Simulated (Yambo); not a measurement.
A G0W0@PBEsol run in Yambo for CuCl (zinc blende, space group F-43m, No. 216) under isotropic strain of -1.5 % on all lattice vectors (4×4×4 Γ-centred k mesh, bands 5 to 92 and a 10 Ry block in the screening, 92 bands in G with the Bruneval-Gonze terminator, plasmon pole fitted at 27.2 eV) gives these matrix elements, in eV, at the band edges (Γ → Γ):

```tsv
state	E0	<Vxc>	<Σx>	<Σc(E0)>	Z
valence edge	0.000	-28.265	-34.998	5.683	0.752
conduction edge	0.639	-10.889	-6.246	-4.251	0.818
```

**Question.** Solve the linearised quasiparticle equation for both states, give the gap, and say how exchange and correlation each act on it.

**Answer.** E = E0 + Z(Σx + Σc − Vxc). Valence: 0.000 + 0.752 × (-34.998 + (5.683) − (-28.265)) = -0.79 eV. Conduction: 0.639 + 0.818 × (-6.246 + (-4.251) − (-10.889)) = 0.96 eV. The gap is 1.75 eV, against 0.64 eV in PBEsol. Replacing Vxc by bare exchange alone would open it by 11.38 eV; correlation takes back 9.93 eV of that, and Z scales what is left. Convergence of the G0W0 settings was not tested. The filled Cu 3d shell has no Hubbard U; semilocal functionals place it too high.

Geometry strained from the cell relaxed with PBEsol, atoms relaxed again; primitive cell a = 3.6838 Å, b = 3.6838 Å, c = 3.6838 Å, α = 60.00°, β = 60.00°, γ = 60.00°.
